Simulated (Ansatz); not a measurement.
Input:

La2O3:
```xyz
5
Lattice="3.9191 0.0000 0.0000 -1.9595 3.3940 0.0000 0.0000 0.0000 6.1382" Properties=species:S:1:pos:R:3 pbc="T T T"
La     0.0000     2.2627     1.5186
La     1.9595     1.1313     4.6196
O      0.0000     0.0000     0.0000
O      0.0000     2.2627     3.9615
O      1.9595     1.1313     2.1767
```

This is the HSE06-relaxed structure.

Problem. All from DFT-HSE06 in the program Ansatz with PAW potentials, unless another level is named. Give the band gap.

Solution. 5.28 eV (indirect).

Problem. Give the smallest direct gap on the standard path.

Solution. 5.40 eV.

Problem. And the conduction-band minimum?

Solution. at K (2 equivalent valleys).

Space group P-3m1 (La2O3 or Ni2Al3 type). Symmetry was held in the HSE06 relaxation. The hybrid was solved on a coarse mesh, the path and, where they were found, the r²SCAN edge points; its band edges are the extreme levels among these. Spin–orbit coupling is left out wherever it is not named.

Potentials: the later of the program's two PAW sets.
